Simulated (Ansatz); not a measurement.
# Si2Mo: stable or not

It was relaxed at this level from a cell as deposited in COD.

Theory: Ansatz, DFT PBE, scalar-relativistic, plane waves, PAW. Cutoff 420 eV, Γ-centred 20×20×20 mesh (3-atom cell), Gaussian smearing of 0.10 eV, no spin polarisation.

```cif
data_structure
_symmetry_space_group_name_H-M 'I4/mmm'
_symmetry_Int_Tables_number 139
_cell_length_a 3.2169
_cell_length_b 3.2169
_cell_length_c 7.8729
_cell_angle_alpha 90.000
_cell_angle_beta 90.000
_cell_angle_gamma 90.000
_cell_volume 81.47
loop_
_atom_site_label
_atom_site_type_symbol
_atom_site_symmetry_multiplicity
_atom_site_Wyckoff_symbol
_atom_site_fract_x
_atom_site_fract_y
_atom_site_fract_z
_atom_site_occupancy
Si1 Si 4 e 0.00000 0.00000 0.33512 1
Mo1 Mo 2 a 0.00000 0.00000 0.00000 1
```

The zero of energy is the elements' standard structures at the same level; no fitted shifts are applied.

Task: These tests were run: energy against the elements; phonons at Γ. What do they show?

Result:

| test | result |
| --- | --- |
| energy against the elements | −0.49 eV/atom |
| phonons at Γ | lowest optical mode 267 cm⁻¹ |

It fails none of these tests. Competing phases weren't compared here. Phonons away from Γ weren't computed.

The run for the phonons used a 20×20×20 k mesh and Fermi–Dirac smearing of 0.15 eV.
